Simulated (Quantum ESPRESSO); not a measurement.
In3GaP4, convergence and cost over cutoff and k mesh

A calculation, not a measurement. The program is pw.x of Quantum ESPRESSO 7.5 (plane-wave density functional theory). The cell is made up: 8 atoms on a zincblende/diamond lattice, with randomly drawn elements, strain and displacements, not relaxed. PseudoDojo standard norm-conserving files (v0.5 for PBE, v0.4.1 for LDA and PBEsol) set the functional; there is no spin polarisation, spin-orbit coupling or dispersion term, and the masses in the input are unused placeholders.

Input of the run in row 4:

```
&control calculation='scf', pseudo_dir='./dojo.nc.sr.pbe.v0_5.standard.upf', outdir='./o', disk_io='medium', tprnfor=.true., tstress=.true. /
&system ibrav=0, nat=8, ntyp=3, nbnd=42, ecutwfc=79.96652505, nosym=.true., tot_charge=0,
 occupations='smearing', smearing='fd', degauss=0.0018374661
/
&electrons conv_thr=7.350e-09, electron_maxstep=60, /
ATOMIC_SPECIES
Ga 1.0 Ga.upf
In 1.0 In.upf
P 1.0 P.upf
CELL_PARAMETERS angstrom
5.7891 -0.0348 -0.0326
-0.0348 5.8464 -0.0181
-0.0326 -0.0181 5.9122
ATOMIC_POSITIONS angstrom
In 0.0123 0.03 -0.0196
In -0.0741 2.9626 2.9255
Ga 2.9182 -0.0408 2.9504
In 2.9006 2.9328 -0.0604
P 1.3789 1.4941 1.4673
P 1.3875 4.3436 4.456
P 4.3177 1.4249 4.4507
P 4.2644 4.3695 1.4286
K_POINTS automatic
4 4 4 1 1 1
```

The same cell was run at these settings. Meshes are shifted by half a step, and differences are from the last row, which is itself not exact.

```
cutoff (eV)     k mesh  k points solved  threshold (eV)  free energy less the last row's (eV)  pressure (GPa)  largest stress difference (GPa)  largest force difference (eV/Å)  iterations  wall time (s)  k-point pools              processor
        762  2 x 2 x 2                4           1e-04                                 2.363          -13.32                            14.42                            0.025           7             59              1  AMD EPYC, Zen 5 class
       1088  1 x 1 x 1                1           1e-07                                 7.681            4.90                             4.03                            0.228          11             67              1  AMD EPYC, Zen 5 class
        810  4 x 4 x 4               32           1e-07                                 0.782           -5.75                             6.74                            0.001          11            326              1  AMD EPYC, Zen 5 class
       1088  4 x 4 x 4               32           1e-07                                 0.009            0.98                             0.01                            0.000          11            767              1  AMD EPYC, Zen 5 class
       1377  6 x 6 x 6              108           1e-07                                 0.000            0.99                             0.00                            0.000          11           1394              1  AMD EPYC, Zen 5 class
```

Each pool is one process. Wall times include start-up and a band step at six k points, which weighs most on the coarsest meshes. The runs were on shared virtual cores whose load varied, so times are rough.